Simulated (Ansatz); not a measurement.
Values for one crystal, relaxed and computed with the program Ansatz at the PBEsol level (PAW); other levels are named.

* **Volume per atom**: 13.16 Å³
* **Electronic character**: metallic (no gap)
* **Elastic constants (relaxed ions, GPa)**: C11 = 261, C12 = 148, C44 = 32.3
* **Density of states at the Fermi level**: 2.3 states/eV per atom (mean over ±0.08 eV)
* **Highest zone-centre frequency**: 264 cm⁻¹
* **Zone-centre stability**: no imaginary mode at Γ
* **Young's modulus**: 113 GPa

Task: Which of these materials gives this?
A. V3Ga, A15 (Cr3Si type)
B. ScCo, CsCl type
C. VCo3, Cu3Au type
D. Sc2Co, I4/mcm (Co on 4a, Sc on 8h)

Result: A, V3Ga, A15 (Cr3Si type)

Space group Pm-3n (A15 (Cr3Si type)). The first step of the workflow began from a Materials Project structure, measured or hypothetical; the Crystallography Open Database copy checked does not list it. Its standing as an ambient phase is unchecked. Symmetry was held in the PBEsol relaxation. The workflow began spin-polarised and lost its moments. As this level gives no gap, shear constants depend on the k-mesh and smearing (Fermi–Dirac, 0.1 eV here). As this level gives no gap, phonon frequencies hold no LO–TO term and depend on the k-mesh and smearing (Fermi–Dirac, 0.1 eV here). Spin–orbit coupling is left out wherever it is not named.

Potentials: the later of the program's two PAW sets.
